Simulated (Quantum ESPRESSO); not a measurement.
## Zr3InRh2Al2 (input and log of a self-consistent run)

Computed values, not a measurement. The program is pw.x of Quantum ESPRESSO 7.5 (plane-wave density functional theory). The cell is made up: eight metal atoms on a face-centred cubic lattice, with elements, volume, strain and displacements drawn at random and not relaxed, so it may be unstable or far from any real phase. PseudoDojo standard norm-conserving files set the functional (PBE unless stated); there is no spin polarisation or spin-orbit coupling, the Fermi-Dirac width of 0.25 eV means electrons at about 2900 K, and the masses in the input are unused placeholders. A spin test at this wide smearing found no moment, but such smearing suppresses magnetism that the real alloy may have.

Input:

```
&control calculation='scf', pseudo_dir='./dojo.nc.sr.pbe.v0_5.standard.upf', outdir='./o', disk_io='minimal', tprnfor=.true., tstress=.true. /
&system ibrav=0, nat=8, ntyp=4, nbnd=59, ecutwfc=87.97787729, nosym=.true., tot_charge=0,
 occupations='smearing', smearing='fd', degauss=0.0183746611
/
&electrons conv_thr=1.470e-08, electron_maxstep=70, mixing_beta=0.5 /
ATOMIC_SPECIES
Al 1.0 Al.upf
In 1.0 In.upf
Rh 1.0 Rh.upf
Zr 1.0 Zr.upf
CELL_PARAMETERS angstrom
-0.0202 2.1151 2.1808
-4.2091 -0.0018 0.0421
-0.0878 -8.4549 8.7178
ATOMIC_POSITIONS angstrom
Zr -0.0078 -0.0269 -0.0075
In -0.031 -2.0542 2.2054
Rh -0.0136 -4.1658 4.3711
Zr -0.0465 -6.3401 6.5069
Al -2.1368 -0.0011 2.222
Rh -2.1206 -2.0814 4.3869
Zr -2.1593 -4.2191 6.5523
Al -2.1948 -6.3675 8.7721
K_POINTS automatic
8 6 2 1 1 1
```

The log is shortened where brackets say so; the opening notice, blank lines, dates and the lines on written files are dropped, and the path of the files is cut. It prints rydbergs, bohrs and kilobars, and counts compression as positive stress. Its total energy is the free energy E - TS of the whole cell.

```
     Program PWSCF v.7.5
     Parallel version (MPI & OpenMP), running on       4 processor cores
     Number of MPI processes:                 4
     Threads/MPI process:                     1
     [start-up lines left out]
     bravais-lattice index     =            0
     lattice parameter (alat)  =       5.7411  a.u.
     unit-cell volume          =    1047.3813 (a.u.)^3
     number of atoms/cell      =            8
     number of atomic types    =            4
     number of electrons       =        89.00
     number of Kohn-Sham states=           59
     kinetic-energy cutoff     =      87.9779  Ry
     charge density cutoff     =     351.9115  Ry
     scf convergence threshold =      1.5E-08
     mixing beta               =       0.5000
     number of iterations used =            8  plain     mixing
     Exchange-correlation= PBE
                           (   1   4   3   4   0   0   0)
     [axes and pseudopotential details left out]
   Cartesian axes
     site n.     atom                  positions (alat units)
         1        Zr     tau(   1) = (  -0.0025674  -0.0088543  -0.0024687  )
         2        In     tau(   2) = (  -0.0102038  -0.6761502   0.7259184  )
         3        Rh     tau(   3) = (  -0.0044765  -1.3711939   1.4387694  )
         4        Zr     tau(   4) = (  -0.0153057  -2.0868756   2.1417786  )
         5        Al     tau(   5) = (  -0.7033384  -0.0003621   0.7313824  )
         6        Rh     tau(   6) = (  -0.6980061  -0.6851032   1.4439701  )
         7        Zr     tau(   7) = (  -0.7107444  -1.3887378   2.1567223  )
         8        Al     tau(   8) = (  -0.7224294  -2.0958944   2.8873805  )
     number of k points=    48  Fermi-Dirac smearing, width (Ry)=  0.0184
                       cart. coord. in units 2pi/alat
        k(    1) = (  -0.0592837  -0.0000031   0.0865229), wk =   0.0416667
        k(    2) = (  -0.0601936   0.0898279  -0.0006102), wk =   0.0416667
     [further k points left out]
     Dense  grid:   116779 G-vectors     FFT dimensions: (  36,  48, 144)
     Estimated max dynamical RAM per process >     338.56 MB
     Estimated total dynamical RAM >       1.24 GB
     Initial potential from superposition of free atoms
     starting charge      88.9829, renormalised to      89.0000
     Starting wfcs are   67 randomized atomic wfcs
     total cpu time spent up to now is        5.2 secs
     per-process dynamical memory:   266.4 Mb
     Self-consistent Calculation
     iteration #  1     ecut=    87.98 Ry     beta= 0.50
     Davidson diagonalization with overlap
     ethr =  1.00E-02,  avg # of iterations =  2.9
     total cpu time spent up to now is       15.0 secs
     total energy              =    -907.18999078 Ry
     estimated scf accuracy    <      11.38650757 Ry
     iteration #  2     ecut=    87.98 Ry     beta= 0.50
     Davidson diagonalization with overlap
     ethr =  1.00E-02,  avg # of iterations =  5.8
     total cpu time spent up to now is       30.3 secs
     total energy              =    -907.06450295 Ry
     estimated scf accuracy    <     253.55807200 Ry
     iteration #  3     ecut=    87.98 Ry     beta= 0.50
     Davidson diagonalization with overlap
     ethr =  1.00E-02,  avg # of iterations =  5.8
     total cpu time spent up to now is       43.8 secs
     total energy              =    -915.13160488 Ry
     estimated scf accuracy    <      23.76806722 Ry
     iteration #  4     ecut=    87.98 Ry     beta= 0.50
     Davidson diagonalization with overlap
     ethr =  1.00E-02,  avg # of iterations =  1.9
     total cpu time spent up to now is       52.1 secs
     total energy              =    -915.03006688 Ry
     estimated scf accuracy    <      19.85201481 Ry
     iteration #  5     ecut=    87.98 Ry     beta= 0.50
     Davidson diagonalization with overlap
     ethr =  1.00E-02,  avg # of iterations =  1.0
     total cpu time spent up to now is       59.7 secs
     total energy              =    -915.21891727 Ry
     estimated scf accuracy    <       5.43188407 Ry
     [iterations 6 to 14 left out]
     iteration # 15     ecut=    87.98 Ry     beta= 0.50
     Davidson diagonalization with overlap
     ethr =  6.22E-09,  avg # of iterations =  3.2
     total cpu time spent up to now is      151.4 secs
     total energy              =    -915.20706372 Ry
     estimated scf accuracy    <       0.00003981 Ry
     iteration # 16     ecut=    87.98 Ry     beta= 0.50
     Davidson diagonalization with overlap
     ethr =  6.22E-09,  avg # of iterations =  1.5
     total cpu time spent up to now is      159.6 secs
     total energy              =    -915.20706511 Ry
     estimated scf accuracy    <       0.00000008 Ry
     iteration # 17     ecut=    87.98 Ry     beta= 0.50
     Davidson diagonalization with overlap
     ethr =  9.02E-11,  avg # of iterations =  5.0
     total cpu time spent up to now is      171.2 secs
     total energy              =    -915.20706513 Ry
     estimated scf accuracy    <       0.00000005 Ry
     iteration # 18     ecut=    87.98 Ry     beta= 0.50
     Davidson diagonalization with overlap
     ethr =  5.89E-11,  avg # of iterations =  1.5
     total cpu time spent up to now is      179.4 secs
     total energy              =    -915.20706513 Ry
     estimated scf accuracy    <       0.00000002 Ry
     iteration # 19     ecut=    87.98 Ry     beta= 0.50
     Davidson diagonalization with overlap
     ethr =  1.80E-11,  avg # of iterations =  1.0
     total cpu time spent up to now is      187.1 secs
     End of self-consistent calculation
     [lines on levels left out]
!    total energy              =    -915.20706514 Ry
     estimated scf accuracy    <          3.3E-10 Ry
     smearing contrib. (-TS)   =      -0.11457032 Ry
     internal energy E=F+TS    =    -915.09249481 Ry
     The total energy is F=E-TS. E is the sum of the following terms:
     one-electron contribution =    -558.25796483 Ry
     hartree contribution      =     324.55017906 Ry
     xc contribution           =    -180.18670866 Ry
     ewald contribution        =    -501.19800039 Ry
     convergence has been achieved in  19 iterations
     Forces acting on atoms (cartesian axes, Ry/au):
     atom    1 type  4   force =     0.00209336   -0.00730222    0.01231281
     atom    2 type  2   force =     0.00283681   -0.04510040    0.04442602
     atom    3 type  3   force =    -0.00073787   -0.01654312    0.01293360
     atom    4 type  4   force =    -0.00391112   -0.02514966    0.02397041
     atom    5 type  1   force =     0.00101449   -0.00353706   -0.00235937
     atom    6 type  3   force =    -0.00177630    0.00543570   -0.00297437
     atom    7 type  4   force =    -0.00042636    0.08449960   -0.07765252
     atom    8 type  1   force =     0.00090700    0.00769716   -0.01065660
     Total force =     0.138901     Total SCF correction =     0.000064
     Computing stress (Cartesian axis) and pressure
          total   stress  (Ry/bohr**3)                   (kbar)     P=      -35.82
  -0.00035598  -0.00001163   0.00006265          -52.37       -1.71        9.22
  -0.00001163  -0.00015545   0.00019626           -1.71      -22.87       28.87
   0.00006265   0.00019626  -0.00021899            9.22       28.87      -32.21
     init_run     :      4.85s CPU      5.05s WALL (       1 calls)
     electrons    :    181.14s CPU    181.89s WALL (       1 calls)
     forces       :      1.57s CPU      1.58s WALL (       1 calls)
     stress       :      5.33s CPU      5.33s WALL (       1 calls)
     [timing details left out]
     PWSCF        :   3m13.05s CPU   3m14.07s WALL
     JOB DONE.
```

In other units: free energy -12452.026 eV for the cell, pressure -3.58 GPa, largest force component 2.173 eV/Å in size. The run took 196 s of wall time with four MPI processes on a shared machine (Intel Xeon, 2023 or later, virtual cores), so the time is rough. A rerun of this cell at a higher cutoff and on a denser mesh moved values by no more than 0.002 eV in energy, 0.07 GPa in stress and 0.006 eV/Å in force, and a second program with other atomic files agreed on that cell to 2 % rms in force and 0.5 GPa in pressure.